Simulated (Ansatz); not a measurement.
I (fcc (Cu type), Fm-3m) at seven volumes, plane-wave PAW r²SCAN+D4 (Ansatz code), scaled uniformly. One row is withheld.

```
V (Å³/atom)  P (GPa)
-----------  -------
31.404          3.32
32.439          2.01
33.475          0.91
34.510          0.00
35.545         -0.76
36.581         -1.38
37.616             ?
```

**Question.** Fit the shown pressures and predict the withheld one.

**Answer.** Third-order Birch–Murnaghan: P = (3/2)B₀(x^(7/2) − x^(5/2))[1 + (3/4)(B′ − 4)(x − 1)] with x = (V₀/V)^(2/3). Least squares on the six rows gives V₀ = 34.511 Å³/atom, B₀ = 27.60 GPa, B′ = 5.16. At V = 37.616, x = 0.9442 and P = -1.90 GPa. The run itself gave -1.90 GPa.

A made-up cell: these elements were put on the sites of a structure type; neither database checked (COD, Materials Project) lists it. It is not the phase usual at ambient conditions (space group No. 64). The cell was relaxed with r²SCAN+D4 under the symmetry of its start. At this level the phase is mechanically unstable. Scalar-relativistic: spin–orbit coupling is off unless named, which matters more the heavier the elements.

Potentials: the later of the program's two PAW sets.
